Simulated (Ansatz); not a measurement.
Starting cell, Bi (A7 type, space group R-3m):

```xyz
2
Lattice="2.2608 1.3053 4.0094 -2.2608 1.3053 4.0094 0.0000 -2.6105 4.0094" Properties=species:S:1:pos:R:3 pbc="T T T"
Bi     0.0000     0.0000     2.8115
Bi     0.0000     0.0000     9.2167
```

In this cell atom 1 (Bi, nearest neighbour Bi at 3.069 Å; its periodic images, 4.5 Å or more away, move with it) is moved by u·(0.707, 0.707, 0.000) + v·(0.000, 0.000, 1.000); the rest is frozen.

Method: r2SCAN+rVV10 (plane waves to 500 eV, PAW, scalar-relativistic; Ansatz, a quantum-chemistry and plane-wave program). k mesh 10×10×10 (Γ-centred), Fermi-Dirac smearing 0.05 eV. Points where atoms come too close for the PAW data are left out (x in tables, blank in figures). With partly filled bands, energies and forces of such displacements shift with the k mesh and the smearing. Fu and Fv are the components of the force on the atom. Bi was relaxed with its symmetry unable to fall. Spin-orbit coupling is left out, though Bi is heavy. The PAW data are Ansatz's earlier set. 

```tsv
Fu (eV/Å)	u = -1.010	u = -0.505	u = 0.000	u = 0.505	u = 1.010
v = -1.010	x	5.88	0.00	x	x
v = -0.505	4.44	3.42	0.00	-6.85	x
v = 0.000	2.86	1.37	0.00	-2.33	-8.24
v = 0.505	(withheld)	1.11	0.00	-0.88	(withheld)
v = 1.010	x	4.02	0.00	-2.16	-3.22
```

Question: Fill in the missing entries.

Answer: 
- v = 0.505, u = -1.010: 4.63
- v = 0.505, u = 1.010: -3.29

(A displaced cell: forces are minus the slopes of the energy, force constants its curvatures, and phonons follow from these.)
